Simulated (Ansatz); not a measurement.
Input:

TiSi2:
```cif
data_Si16Ti8
_chemical_formula_sum 'Ti8 Si16'
_space_group_name_H-M_alt 'Fddd :1'
_space_group_IT_number 70
_space_group_name_Hall 'F 2 2 -1d'
_cell_length_a 4.77577
_cell_length_b 8.22808
_cell_length_c 8.53127
_cell_angle_alpha 90.000
_cell_angle_beta 90.000
_cell_angle_gamma 90.000
loop_
_space_group_symop_operation_xyz
  'x, y, z'
  '-x, -y, z'
  'x, -y, -z'
  '-x, y, -z'
  '-x+1/4, -y+1/4, -z+1/4'
  'x+1/4, y+1/4, -z+1/4'
  '-x+1/4, y+1/4, z+1/4'
  'x+1/4, -y+1/4, z+1/4'
  'x, y+1/2, z+1/2'
  '-x, -y+1/2, z+1/2'
  'x, -y+1/2, -z+1/2'
  '-x, y+1/2, -z+1/2'
  '-x+1/4, -y+3/4, -z+3/4'
  'x+1/4, y+3/4, -z+3/4'
  '-x+1/4, y+3/4, z+3/4'
  'x+1/4, -y+3/4, z+3/4'
  'x+1/2, y, z+1/2'
  '-x+1/2, -y, z+1/2'
  'x+1/2, -y, -z+1/2'
  '-x+1/2, y, -z+1/2'
  '-x+3/4, -y+1/4, -z+3/4'
  'x+3/4, y+1/4, -z+3/4'
  '-x+3/4, y+1/4, z+3/4'
  'x+3/4, -y+1/4, z+3/4'
  'x+1/2, y+1/2, z'
  '-x+1/2, -y+1/2, z'
  'x+1/2, -y+1/2, -z'
  '-x+1/2, y+1/2, -z'
  '-x+3/4, -y+3/4, -z+1/4'
  'x+3/4, y+3/4, -z+1/4'
  '-x+3/4, y+3/4, z+1/4'
  'x+3/4, -y+3/4, z+1/4'
loop_
_atom_site_label
_atom_site_type_symbol
_atom_site_symmetry_multiplicity
_atom_site_Wyckoff_symbol
_atom_site_fract_x
_atom_site_fract_y
_atom_site_fract_z
_atom_site_occupancy
Ti1 Ti 8 b 0.50000 0.50000 0.50000 1
Si1 Si 16 f 0.00000 0.16205 0.00000 1
```
(The calculation used a cell of 6 atoms; values per cell refer to that cell.)

This is the r²SCAN-relaxed structure.

### Question
All from plane-wave PAW r²SCAN (Ansatz code), unless another level is named. Predict the electronic character.

### Answer
metallic (no gap).

### Question
Next, the density of states at the Fermi level?

### Answer
0.36 states/eV per atom (mean over ±0.08 eV).

### Question
What about the formation energy from the elements (no fitted shifts)?

### Answer
-0.52 eV/atom.

Symmetry was held in the r²SCAN relaxation; of distortions, only those at the zone centre were tested. The run is not spin-polarised. The references are the lowest solids computed at this level, not always the standard phases.

Potentials: the earlier of the program's two PAW sets.
